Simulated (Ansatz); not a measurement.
# From the elastic tensor of InGa3P4 to moduli and sound speeds

All numbers below come from Ansatz, DFT PBE, scalar-relativistic, plane waves, PAW. Settings: 420 eV plane-wave cutoff, Γ-centred 6×6×6 mesh, fixed occupations. No spin polarisation.

Space group P-43m (No. 215), cubic, a = 5.621 Å. In has 4 P at 2.53 Å; Ga has 4 P at 2.40 Å; P is surrounded by 3 Ga at 2.40 Å and 1 In at 2.53 Å.

The cell was found from a structure generator's guess, not taken from experiment.

Relaxed-ion constants (GPa, on the Cartesian axes of the calculation):
C11 = 112.8, C12 = 50.6, C13 = 50.6, C22 = 112.8, C23 = 50.6, C33 = 112.8, C44 = 56.2, C55 = 56.2, C66 = 56.2 GPa; the others vanish.

Density 4.188 g/cm³; 8 atoms in 177.57 Å³.

```
Bulk modulus, Voigt / Reuss / Hill          : 71.3 / 71.3 / 71.3 GPa
Shear modulus, Voigt / Reuss / Hill         : 46.1 / 42.4 / 44.3 GPa
Young's modulus                             : 110 GPa
Poisson ratio                               : 0.243
Pugh ratio B/G                              : 1.61 (under 1.75, the rule of thumb for brittle)
Universal anisotropy index                  : 0.43
Longitudinal and transverse sound speeds    : 5580 and 3252 m/s
Debye temperature from the mean sound speed : 382 K
```
